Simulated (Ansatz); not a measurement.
Cu3Sb in space group Pmmn (No. 59; Cu on 2b, Cu on 4e, Sb on 2a) under volume change, DFT-PBEsol in the program Ansatz with PAW potentials, shape and atoms relaxed at each volume.

```tsv
V (Å³/atom)	E − E(relaxed) (meV/atom)	P (GPa)
13.067	43.3	12.29
13.498	17.6	7.01
13.928	4.5	3.32
14.359	0.0	0.00
14.790	…	…
15.221	…	…
15.652	30.7	-6.61
```

Fill in the missing entries.


- 14.790, E − E(relaxed) (meV/atom): 4.0
- 14.790, P (GPa): -2.85
- 15.221, E − E(relaxed) (meV/atom): 14.8
- 15.221, P (GPa): -5.09

What does a third-order Birch–Murnaghan fit give for V₀, B₀ and B′?

V₀ = 14.34 Å³/atom, B₀ = 99.5 GPa, B′ = 6.0.

The first step of the workflow began from a Materials Project structure, measured or hypothetical; the Crystallography Open Database copy checked does not list it. Its standing as an ambient phase is unchecked. The cell was relaxed with PBEsol under the symmetry of its start; whether a distortion lowers the energy is not shown. No spin polarisation was allowed. Spin–orbit coupling is left out wherever it is not named.

Potentials: the later of the program's two PAW sets.
